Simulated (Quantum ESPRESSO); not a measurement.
Band energies of Sn

```xyz
2
Lattice="0.0000 3.2378 3.2378 3.2378 0.0000 3.2378 3.2378 3.2378 0.0000" Properties=species:S:1:pos:R:3 pbc="T T T"
Sn     3.2378     3.2378     3.2378
Sn     4.8567     4.8567     4.8567
```

norm-conserving LDA (Quantum ESPRESSO, 72 Ry, without SOC); path ΓXWKΓLUWLK,UX; energies in eV from the Fermi level.

```csv
k (1/Å),point,band 10,band 11,band 12,band 13,band 14,band 15,band 16,band 17
0.00,Γ,-21.15,-10.61,-0.70,0.19,0.19,0.19,2.26,2.26
0.22,,-21.13,-10.45,-2.05,-0.42,-0.42,1.44,1.81,3.07
0.43,,-21.13,-9.97,-3.73,-1.31,-1.31,1.16,2.26,4.54
0.75,,-21.09,-8.69,-6.10,-2.20,-2.20,0.70,1.38,6.87
0.97,X,-21.08,-7.50,-7.50,-2.38,-2.38,0.86,0.86,7.81
1.33,,-21.07,-7.45,-7.45,-2.90,-2.90,2.67,2.67,5.04
1.46,W,-21.07,-7.45,-7.45,-2.97,-2.97,3.49,3.49,4.11
1.57,,-21.06,-7.70,-7.20,-3.15,-2.66,2.50,3.54,4.66
1.80,K,-21.06,-7.91,-7.02,-3.31,-2.02,1.14,3.44,5.83
1.90,,-21.06,-8.22,-6.68,-3.40,-1.78,1.31,4.58,5.22
2.11,,-21.08,-8.99,-5.75,-3.06,-1.20,1.58,4.24,4.42
2.31,,-21.10,-9.73,-4.49,-2.20,-0.57,1.51,3.29,3.47
2.62,,-21.13,-10.46,-2.07,-0.46,0.07,0.89,2.43,2.49
2.83,Γ,-21.15,-10.61,-0.70,0.19,0.19,0.19,2.26,2.26
3.14,,-21.12,-10.27,-3.10,-0.34,-0.34,0.53,2.93,2.93
3.35,,-21.11,-9.71,-4.84,-0.76,-0.76,0.21,3.30,3.30
3.67,L,-21.11,-8.98,-6.28,-1.02,-1.02,-0.01,3.34,3.34
3.91,,-21.08,-8.78,-6.32,-2.38,-1.33,1.24,3.22,4.01
4.26,U,-21.06,-7.91,-7.02,-3.31,-2.02,1.14,3.44,5.83
4.49,,-21.06,-7.70,-7.20,-3.15,-2.66,2.50,3.54,4.66
4.61,W,-21.07,-7.45,-7.45,-2.97,-2.97,3.49,3.49,4.11
4.70,,-21.06,-7.81,-7.08,-3.17,-2.67,3.06,3.51,4.23
5.00,,-21.08,-8.67,-6.36,-2.66,-1.56,1.67,3.01,4.50
5.19,,-21.10,-8.95,-6.28,-1.45,-1.08,0.43,3.25,3.46
5.29,L,-21.11,-8.98,-6.28,-1.02,-1.02,-0.01,3.34,3.34
5.46,,-21.09,-8.88,-6.29,-1.94,-1.19,0.90,3.17,3.70
5.63,,-21.07,-8.57,-6.42,-2.92,-1.56,1.41,3.68,4.61
5.89,K,-21.06,-7.91,-7.02,-3.31,-2.02,1.14,3.44,5.83
5.89,U,-21.06,-7.91,-7.02,-3.31,-2.02,1.14,3.44,5.83
5.97,,-21.07,-7.72,-7.23,-3.09,-2.17,1.02,2.50,6.39
6.23,X,-21.08,-7.50,-7.50,-2.38,-2.38,0.86,0.86,7.81
```

At this level the gap is closed or nearly so: along the path the highest valence and lowest conduction bands touch, or overlap by less than 0.6 eV, a zero-gap or semimetallic result; the valence top lies at Γ, the conduction bottom at L, 0.19 eV lower.

Spin-orbit splittings are left out.

Geometry relaxed with LDA.
